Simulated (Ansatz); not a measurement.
TiO$_{2}$:
```xyz
24
Lattice="5.1700 0.0000 0.0000 0.0000 9.2586 0.0000 0.0000 0.0000 5.5038" Properties=species:S:1:pos:R:3 pbc="T T T"
Ti     0.7119     1.1943     4.9990
Ti     3.2969     3.4350     0.5048
Ti     4.4581     5.8236     3.2567
Ti     1.8731     8.0643     2.2471
Ti     4.4581     8.0643     0.5048
Ti     1.8731     5.8236     4.9990
Ti     0.7119     3.4350     2.2471
Ti     3.2969     1.1943     3.2567
O      4.2236     0.0946     4.6877
O      1.6386     4.5348     0.8161
O      0.9464     4.7239     3.5680
O      3.5314     9.1641     1.9358
O      0.9464     9.1641     0.8161
O      3.5314     4.7239     4.6877
O      4.2236     4.5348     1.9358
O      1.6386     0.0946     3.5680
O      2.3987     2.1278     4.9077
O      4.9837     2.5015     0.5961
O      2.7713     6.7571     3.3480
O      0.1863     7.1308     2.1558
O      2.7713     7.1308     0.5961
O      0.1863     6.7571     4.9077
O      2.3987     2.5015     2.1558
O      4.9837     2.1278     3.3480
```

Relaxed with PBE. Independent-particle spectrum: no excitons, no local fields, no scissors shift; 0.1 eV broadening; ε₁ of the summed bands alone.

Tabulate the dielectric function from plane-wave PAW PBE (Ansatz code).



```tsv
E (eV)	ε₁ xx	ε₂ xx	ε₁ yy	ε₂ yy	ε₁ zz	ε₂ zz
0.0	6.70	0.00	7.43	0.00	6.62	0.00
0.5	6.76	0.00	7.51	0.00	6.68	0.00
1.0	6.96	0.00	7.77	0.00	6.88	0.00
1.5	7.33	0.00	8.27	0.00	7.27	0.00
2.0	7.99	0.00	9.20	0.00	7.98	0.00
2.5	9.36	0.01	11.20	0.03	9.56	0.06
3.0	12.48	3.09	17.21	3.12	14.15	2.84
3.5	12.45	7.92	12.72	16.68	11.07	8.70
4.0	6.68	11.21	1.38	11.84	6.35	9.33
4.5	1.53	8.96	0.60	8.27	3.46	9.36
5.0	1.80	5.04	-0.27	5.20	0.54	6.46
5.5	3.18	4.43	1.21	4.37	1.20	4.90
6.0	3.80	5.13	2.42	4.19	2.61	4.80
6.5	5.12	6.75	2.74	6.35	3.07	6.89
7.0	1.63	10.36	1.26	7.57	0.45	6.93
7.5	-0.22	8.62	-1.10	6.50	-1.28	6.24
8.0	-3.37	6.38	-2.33	4.56	-2.29	4.11
8.5	-2.73	4.11	-1.20	3.20	-1.28	3.10
9.0	-2.68	2.65	-1.54	3.45	-1.49	2.66
9.5	-1.88	1.68	-1.69	2.16	-0.97	2.16
10.0	-1.60	1.49	-1.22	1.59	-1.16	1.60
10.5	-1.07	0.85	-0.81	1.18	-0.58	1.10
11.0	-0.48	0.64	-0.37	0.94	-0.16	0.90
11.5	0.03	0.62	0.00	0.89	0.27	0.96
12.0	0.46	0.78	0.42	1.04	0.56	1.19
```

From ε at 4.3 eV (xx: 2.37 + 10.94i), find n, k, the normal reflectivity and the absorption coefficient.

n = 2.60, k = 2.100, R = 40 %, α = 2kE/ħc = 920000 cm⁻¹.

With all bands, ε∞ without local fields is 7.02 (xx), 7.75 (yy), 6.95 (zz).

Space group Pbca. The cell was relaxed with PBE under the symmetry of its start. The run is not spin-polarised.

Potentials: the later of the program's two PAW sets.
